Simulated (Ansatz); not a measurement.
Relaxed-ion elastic tensor of TiC in space group P6_3/mmc (No. 194; Ti on 2c, C on 2d) in GPa (Voigt order), DFT-PBEsol in the program Ansatz with PAW potentials; density 4.21 g/cm³, 11.81 Å³ per atom.

|  | 1 | 2 | 3 | 4 | 5 | 6 |
|---|---|---|---|---|---|---|
| 1 | 268 | 216 | 90.8 | 0.0 | 0.0 | 0.0 |
| 2 | 216 | 268 | 90.8 | 0.0 | 0.0 | 0.0 |
| 3 | 90.8 | 90.8 | 555 | 0.0 | 0.0 | 0.0 |
| 4 | 0.0 | 0.0 | 0.0 | 147 | 0.0 | 0.0 |
| 5 | 0.0 | 0.0 | 0.0 | 0.0 | 147 | 0.0 |
| 6 | 0.0 | 0.0 | 0.0 | 0.0 | 0.0 | 26.0 |

Question: Is the crystal mechanically stable?

Answer: Yes: the smallest eigenvalue of C is 26.0 GPa.

Question: Work out the Voigt, Reuss and Hill averages.

Answer: K_V = 210, K_R = 205, K_H = 207; G_V = 110, G_R = 52.3, G_H = 81.3 GPa.

Question: Give Young's modulus, Poisson's ratio, Pugh's ratio and the universal anisotropy index.

Answer: E = 9KG/(3K + G) = 216 GPa; ν = 0.33; K/G = 2.55 (ductile by the Pugh limit of 1.75); A_U = 5G_V/G_R + K_V/K_R − 6 = 5.55.

Question: Estimate the sound speeds and the Debye temperature.

Answer: v_l = √((K + 4G/3)/ρ) = 8660 m/s, v_t = √(G/ρ) = 4390 m/s, mean 4920 m/s; Θ = (h/k)(3n/4πV)^(1/3) v_m = 644 K.

Question: How much does each axis shrink under pressure?

Answer: Linear compressibilities β_i = Σ_j S_ij (j = 1 to 3): x 1.8, y 1.8, z 1.2 per TPa.

The start of the workflow was typed in or built on a structure type; neither database checked (COD, Materials Project) lists it. It is not the phase usual at ambient conditions (space group No. 225). The cell was relaxed with PBEsol under the symmetry of its start; of distortions, only those at the zone centre were tested. The run is not spin-polarised. The volume moved by -17 % from the start of the relaxation. As this level gives no gap, shear constants depend on the k-mesh and smearing (Fermi–Dirac, 0.1 eV here).

Potentials: the later of the program's two PAW sets.
